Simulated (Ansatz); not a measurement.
CdSe (wurtzite), scan of one atom of the cell

Starting cell, CdSe (wurtzite):

```
CELL_PARAMETERS angstrom
      4.33999     0.00000     0.00000
     -2.17000     3.75854     0.00000
      0.00000     0.00000     7.07803
ATOMIC_POSITIONS crystal
  Cd 0.66667 0.33333 0.00056
  Cd 0.33333 0.66667 0.50056
  Se 0.66667 0.33333 0.62464
  Se 0.33333 0.66667 0.12464
```

Scan: atom 4 (Se, nearest neighbour Cd at 2.655 Å; its periodic images, 4.3 Å or more away, move with it) is displaced along Cartesian z, direction (0.000, 0.000, 1.000) in Cartesian axes, by s. The other atoms stay.

These are r2SCAN (plane waves to 500 eV, PAW, scalar-relativistic; Ansatz, an electronic-structure program) values and carry that method's errors. k mesh 7×7×4 (Γ-centred), Fermi-Dirac smearing 0.05 eV. The energy includes the smearing's −TS. Compression counts positive. Left out: 1 of 11 points, with atoms too close for the PAW data. F∥ is the force on the atom along that direction. CdSe was relaxed with its symmetry unable to fall. The zero of ΔE is the undisplaced structure.

```tsv
s (Å)	ΔE (meV/cell)	P (GPa)	F∥ (eV/Å)
-0.800	975	2.9	1.465
-0.640	732	2.3	1.554
-0.480	483	1.5	1.535
-0.320	251	0.8	1.325
-0.160	74	0.3	0.846
0.000	0	0.0	0.001
0.160	102	0.3	-1.382
0.320	487	1.6	-3.622
0.480	1338	4.3	-7.323
0.640	2966	9.2	-13.594
```

Read from the data:

| Quantity | Result |
|---|---|
| Energy at s = 0.640 Å | 2966 meV/cell |
| Force along the line at s = -0.800 Å | 1.46 eV/Å |
| Symmetry of the curve | not even: the positive side lies higher at ±0.640 Å |
| Shape of the curve | a single well with its minimum at or next to zero displacement |
| Force constant k = d²E/ds² at s = 0 (finite differences) | 6.71 eV/Å² |
| Harmonic estimate at the end of the scan | ½ks² = 1374 meV/cell against the computed 2966 meV/cell, so the well is stiffer than harmonic there |

(For displaced atoms, the force is minus the slope of the energy, and its curvature is a force constant, which sets phonon frequencies.)
